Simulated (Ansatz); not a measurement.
Frames from the relaxation of a relaxed Al2O3 cell shaken by Gaussian noise of σ = 0.08 Å a coordinate, as extended XYZ (Å, eV, eV/Å, GPa with compression positive). These are r2SCAN (plane waves to 500 eV, PAW, scalar-relativistic; Ansatz, a first-principles code) values and carry that method's errors. Γ-centred k-mesh 6×6×6 on the run's cell (coarser than for final values), Fermi–Dirac smearing 0.05 eV.

```xyz
10
Lattice="2.3789 1.3734 4.3308 -2.3789 1.3734 4.3308 0.0000 -2.7469 4.3308" Properties=species:S:1:pos:R:3:forces:R:3 pbc="T T T" step=1 free_energy=-5589.255 pressure=6.4 accepted=T
Al     0.0087     0.0267     4.5589   -1.1357    2.0469    0.7951
Al    -0.0045    -0.1050     2.0470   -0.3328    2.4455   -2.5036
Al    -0.0097     0.0087     8.4557   -0.3633    0.0001    0.1469
Al    -0.0344     0.0564    11.1024    1.1753   -0.7885   -0.3015
O     -0.8880     1.4432     7.5174   -0.5339   -0.8601    0.9091
O     -0.6827    -1.5013     7.5850   -0.1387    0.6942    0.7146
O      1.6543     0.1617     7.6392   -0.7868   -1.0674   -1.0705
O      0.7880    -1.3262     5.1912    2.4494   -2.3783    3.3552
O      0.7362     1.6006     5.5186   -0.7451   -2.5896   -1.5834
O     -1.7063    -0.1986     5.4810    0.4116    2.4973   -0.4619
10
Lattice="2.3912 1.3772 4.3309 -2.3770 1.3736 4.3243 0.0040 -2.7484 4.3269" Properties=species:S:1:pos:R:3:forces:R:3 pbc="T T T" step=3 free_energy=-5590.660 pressure=-0.6 accepted=T
Al    -0.0065     0.0155     4.5807   -0.0208    0.0328    0.0491
Al    -0.0117     0.0179     1.9431    0.0008   -0.0086   -0.1191
Al    -0.0010     0.0178     8.4304   -0.0131    0.0061   -0.0806
Al     0.0022     0.0179    11.0680   -0.0050    0.0059    0.0861
O     -0.9272     1.3913     7.5847    0.0354    0.0012    0.0049
O     -0.7349    -1.4685     7.5842   -0.0036    0.0184    0.0114
O      1.6526     0.1333     7.5878   -0.0257   -0.0517    0.0105
O      0.9167    -1.3559     5.4246   -0.0149   -0.0116    0.0043
O      0.7245     1.5055     5.4227    0.0261   -0.0379    0.0176
O     -1.6623    -0.0968     5.4188    0.0210    0.0456    0.0163
```

The path has 5 moves and ends in R-3c (No. 167) (corundum type), 0.14 eV/atom below its start. Free energies are of the whole cell and compare only within this code, potentials and settings.  No spin polarisation in the result.
